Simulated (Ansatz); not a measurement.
Consider the following.

SiC:
```
SiC
1.0
    0.00000     2.16451     2.16451
    2.16451     0.00000     2.16451
    2.16451     2.16451     0.00000
Si C
1 1
Direct
  0.75000   0.75000   0.75000
  0.00000   0.00000   0.00000
```

This is the LDA-relaxed structure.

Problem. All from plane-wave PAW LDA (Ansatz code), unless another level is named. Give the zero-point energy.

Solution. 111.2 meV/atom.

Problem. Predict the Poisson's ratio.

Solution. 0.17.

Problem. What about the elastic constants (relaxed ions, GPa)?

Solution. C11 = 404, C12 = 143, C44 = 252.

Space group F-43m (zinc blende). Symmetry was held in the LDA relaxation.

Potentials: the earlier of the program's two PAW sets. The files were generated under PBE; for other functionals the program regenerates the frozen cores, and for LDA and PBEsol the local potential too.
